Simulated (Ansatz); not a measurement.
Equation of state of caesium, dhcp

Computed with DFT, BLYP, plane waves (420 eV) with PAW, scalar-relativistic (Ansatz 0.2.0). (PAW data from PBE, frozen cores regenerated.)

The cell is scaled uniformly from the relaxed one, with fractional coordinates and shape fixed. Energies are extrapolated to zero smearing, pressures are those at the given smearing. Magnetic state: spin not included.

| V (Å³/atom) | E − E₀ (meV/atom) | P (GPa) |
| --- | --- | --- |
| 109.841 | 12.0 | 0.27 |
| 114.834 | 5.2 | 0.17 |
| 119.826 | 1.3 | 0.08 |
| 124.819 | 0.0 | 0.01 |
| 129.812 | 0.7 | -0.05 |
| 134.805 | 3.1 | -0.10 |
| 139.797 | 6.9 | -0.14 |

(1) Fit a third-order Birch-Murnaghan equation.

Answers

(1) V₀ = 125.43 Å³/atom, B₀ = 1.6 GPa, B₀′ = 3.9.
